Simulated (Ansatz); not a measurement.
ZnS:
```
ZnS
1.0
   -1.78227     1.78227     2.51992
    1.78227    -1.78227     2.51992
    1.78227     1.78227    -2.51992
Zn S
1 1
Direct
  0.00000   0.00000   0.00000
  0.50000   0.50000   0.00000
```

Relaxed with r²SCAN+D4. DFT-r²SCAN+D4 in the program Ansatz with PAW potentials gives a gap of 0.13 eV.

Task: What gap does HSE06 give on the same cell (Ansatz, PAW)?

Result: 0.73 eV, 0.60 eV more. The hybrid was solved on a coarser mesh and at special points; its gap is the smallest among all of these.

| k | v1 r²SCAN+D4 | c1 r²SCAN+D4 | v1 HSE06 | c1 HSE06 |
|---|---|---|---|---|
| Γ | -0.66 | 2.77 | (withheld) | (withheld) |
| M | -2.71 | 0.13 | -2.78 | 0.73 |
| X | -2.70 | 0.13 | -2.78 | 0.73 |
| P | -3.64 | 4.00 | (withheld) | (withheld) |
| N | -0.11 | 4.44 | -0.15 | 4.86 |
| S0 | -1.84 | 2.22 | (withheld) | (withheld) |
| R | -3.64 | 3.99 | (withheld) | (withheld) |

Task: Top valence (v1) and lowest conduction level (c1) in eV from each method's valence maximum (which need not be a listed point): supply the withheld HSE06 values.

Result: 
- S0, v1 HSE06: -1.93
- S0, c1 HSE06: 2.85
- Γ, v1 HSE06: -0.60
- Γ, c1 HSE06: 3.27
- R, v1 HSE06: -3.82
- R, c1 HSE06: 4.74
- P, v1 HSE06: -3.82
- P, c1 HSE06: 4.74

Cost on shared cores: the r²SCAN+D4 run (SCF on a 11×11×11 mesh, then bands and DOS) around 21 core-seconds (rough), the HSE06 run (SCF on 8×8×8, then a few points) around 2.2 core-minutes (rough); the tasks are unlike.

Space group Fm-3m (rock salt). This is a known high-pressure phase of the composition, computed here at zero pressure and temperature. Symmetry was held in the r²SCAN+D4 relaxation; whether a distortion lowers the energy is not shown. Point labels and valley counts follow the cell and symmetry of the run, lower than the named group.

Potentials: the later of the program's two PAW sets.
